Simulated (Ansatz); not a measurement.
La$_{2}$O$_{3}$:
```
La2O3
1.0
    3.93533     0.00000     0.00000
   -1.96766     3.40809     0.00000
    0.00000     0.00000     6.12550
La O
2 3
Direct
  0.66667   0.33333   0.75389
  0.33333   0.66667   0.24611
  0.66667   0.33333   0.35386
  0.33333   0.66667   0.64614
  0.00000   0.00000   0.00000
```

r²SCAN (plane waves, PAW; program Ansatz) gives a gap of 4.23 eV without spin–orbit coupling, maximum at L, minimum at K.

### Question
What happens when spin–orbit coupling is switched on?

### Answer
The gap falls by 0.02 eV, to 4.21 eV; maximum at L, minimum at K.

### Question
Give the electron effective mass with spin–orbit coupling.

### Answer
1.3 mₑ (isotropic).

### Question
Give the hole effective mass with spin–orbit coupling.

### Answer
1.1, 2.6, 4.3 mₑ (principal values).

Space group P-3m1 (La2O3 or Ni2Al3 type). The r²SCAN relaxation kept the symmetry of its start; of distortions, only those at the zone centre were tested.

Potentials: the earlier of the program's two PAW sets.
